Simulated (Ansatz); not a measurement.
Given:

Starting cell, TiO₂ (anatase):

```yaml
crystal:
  lattice:
    - [-3.79880, 3.79880, 9.70081]
    - [0.00000, 0.00000, 9.70081]
    - [0.00000, 3.79880, 0.00000]
  atoms:
    - { symbol: Ti, position: [0.00000, 0.50000, 0.00000] }
    - { symbol: Ti, position: [0.50000, 0.50000, 0.00000] }
    - { symbol: Ti, position: [0.50000, 0.75000, 0.50000] }
    - { symbol: Ti, position: [0.00000, 0.75000, 0.50000] }
    - { symbol: O, position: [0.00000, 0.29355, 0.00000] }
    - { symbol: O, position: [0.50000, 0.29355, 0.00000] }
    - { symbol: O, position: [0.50000, 0.54355, 0.50000] }
    - { symbol: O, position: [0.00000, 0.54355, 0.50000] }
    - { symbol: O, position: [0.50000, 0.95645, 0.50000] }
    - { symbol: O, position: [0.00000, 0.95645, 0.50000] }
    - { symbol: O, position: [0.00000, 0.70645, 0.00000] }
    - { symbol: O, position: [0.50000, 0.70645, 0.00000] }
```

A phonon eigenvector at M = (0.5, 0.5, 0.5) is frozen into this cell: atom i moves by Q times the vector below, so Q is the largest atomic displacement, in Å. The cell is held. It is one choice among 2 degenerate patterns. (q is in reciprocal vectors of the primitive cell; the cell shown is doubled to hold the pattern.)

```tsv
atom	x	y	z
Ti1	0.000	0.000	-0.066
Ti2	0.000	0.000	0.066
Ti3	0.000	0.000	-0.598
Ti4	0.000	0.000	0.598
O5	0.000	0.000	1.000
O6	0.000	0.000	-1.000
O7	0.000	0.000	0.456
O8	0.000	0.000	-0.456
O9	0.000	0.000	0.663
O10	0.000	0.000	-0.663
O11	0.000	0.000	-0.876
O12	0.000	0.000	0.876
```

These are PBE (plane waves to 420 eV, PAW, scalar-relativistic; Ansatz, a first-principles code) values and carry that method's errors. k mesh 12×12×12 (Γ-centred), Fermi-Dirac smearing 0.05 eV. The energy includes the smearing's −TS. Left out: 2 of 13 points, with atoms too close for the PAW data. As the smearing reaches across the gap at some points, energies and forces of such displacements shift with the k mesh and the smearing. TiO2 is run without spin polarisation. TiO2 was relaxed with its symmetry unable to fall. The zero of ΔE is the undisplaced structure.

The scan covers Q from -0.233 to 0.233 Å in 11 points.

### Question
Is this a single well or a double well?

### Answer
A single well with its minimum at or next to zero displacement.

### Question
Which space group does the distorted structure have?

### Answer
Pmm2 (No. 25), lowered from I4_1/amd.

### Question
What is the energy change at Q = 0.233 Å?

### Answer
4161 meV/cell.

### Question
What harmonic wavenumber does the curvature at Q = 0 give?

### Answer
625 cm⁻¹.

(A displaced cell: forces are minus the slopes of the energy, force constants its curvatures, and phonons follow from these.)
